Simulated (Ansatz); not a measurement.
ZrPbO3:
```
ZrPbO3
1.0
    2.94162     1.69835     4.85993
   -2.94162     1.69835     4.85993
    0.00000    -3.39669     4.85993
Pb Zr O
2 2 6
Direct
  0.28919   0.28919   0.28919
  0.78919   0.78919   0.78919
  0.01541   0.01541   0.01541
  0.51541   0.51541   0.51541
  0.29282   0.73224   0.22063
  0.22063   0.29282   0.73224
  0.73224   0.22063   0.29282
  0.23224   0.79282   0.72063
  0.72063   0.23224   0.79282
  0.79282   0.72063   0.23224
```

Relaxed with r²SCAN. Special points in fractions of this cell's reciprocal vectors: Γ (0.000, 0.000, 0.000); T (0.500, 0.500, 0.500); H2 (0.752, 0.248, 0.500); H0 (0.500, -0.248, 0.248); L (0.500, 0.000, 0.000); S0 (0.374, -0.374, 0.000); S2 (0.626, 0.000, 0.374); F (0.500, 0.000, 0.500).

List the band energies nearest the valence-band maximum at these points for the program Ansatz at the r²SCAN with spin–orbit coupling level (PAW).

In eV from the valence-band maximum; about four levels below and three above (degenerate sets whole), none deeper than 8.9 eV; points with the same levels are listed once.

```tsv
k	below	above
Γ	-0.55 -0.55 -0.31 -0.31	4.18 4.18 4.19 4.19
T	-0.44 -0.44 -0.44 -0.44	3.79 3.79 3.79 3.79
H2	-0.37 -0.37 -0.32 -0.32	3.83 3.83 4.03 4.03
L	-0.70 -0.70 -0.69 -0.69	3.78 3.78 3.93 3.93
S0	-0.62 -0.57 -0.23 -0.18	3.57 3.76 4.09
F	-0.60 -0.60 0.00 0.00	3.24 3.24 4.27 4.27
```

Space group R3c. The start of the workflow was typed in or built on a structure type; neither database checked (COD, Materials Project) lists it. COD files the formula under space group No. 38, 55. Its standing as an ambient phase is unchecked. The r²SCAN relaxation kept the symmetry of its start; its stability against distortions is not shown here. The run is not spin-polarised.

Potentials: the earlier of the program's two PAW sets. The files were generated under PBE; for other functionals the program regenerates the frozen cores, and for LDA and PBEsol the local potential too.
